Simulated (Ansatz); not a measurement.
## What DFT gives for SnF5

```
CELL_PARAMETERS angstrom
0.00000 5.98055 0.00000
5.98055 0.00000 0.00000
2.99027 2.99027 -6.15320
ATOMIC_POSITIONS crystal
Sn 0.87500 0.62500 0.75000
Sn 0.12500 0.37500 0.25000
F 0.37500 0.12500 0.75000
F 0.62500 0.87500 0.25000
F 0.52979 0.24210 0.05244
F 0.74210 0.41777 0.55244
F 0.91777 0.70546 0.05244
F 0.20546 0.02979 0.55244
F 0.47021 0.75790 0.94756
F 0.25790 0.58223 0.44756
F 0.08223 0.29454 0.94756
F 0.79454 0.97021 0.44756
```

Single point in Ansatz 0.2.0 with m-r2SCAN, no spin polarisation. Cutoff 500 eV, PAW datasets, 6×6×6 Γ-centred k mesh, fermi-dirac filling (width 0.1 eV).

(1) Where is the largest force?

(2) Is there a gap?

(3) What do density and ELF say about some of the short contacts?

(4) Which element gives electrons and which takes them?

(5) Is the cell too large or too small?

Origin: a known structure type with other elements, at an estimated volume, so it need not be a known compound. Caveats: many states at the Fermi level without spin polarisation, so a magnetic state may lie lower; atoms or cell far from equilibrium; m-r2SCAN is r2SCAN with a changed spin dependence that lowers moments.

## Answers

(1) The largest is on F8 (and as large on other atoms): 1.84 eV/Å, components (-0.35, -1.79, 0.27). It makes 147° with the line to a nearest neighbour, F3 at 2.32 Å, pointing away from it.

(2) It is a metal on this mesh, though the bands barely overlap, with about 16 states/eV a cell as the mean within 0.25 eV of the Fermi level, mostly F p (98 %).

(3) F–F at 2.32 Å: least valence density 0.16 e/Å³ and ELF 0.04 there. Sn–F at 2.59 Å: least valence density 0.20 e/Å³ and ELF 0.17 there. These are pseudo-fields; inside the PAW spheres they differ from the all-electron ones.

(4) Bader charges in e: Sn +2.15, F -0.52 to -0.08. In the mean Sn gives up most and F takes most.

(5) The pressure is -17.1 GPa (compression positive), so with the atoms held at these fractions the cell would first shrink; the forces are large, so a full relaxation may end otherwise. The principal stresses -18.7, -16.3, -16.3 GPa differ, so its shape would change too.
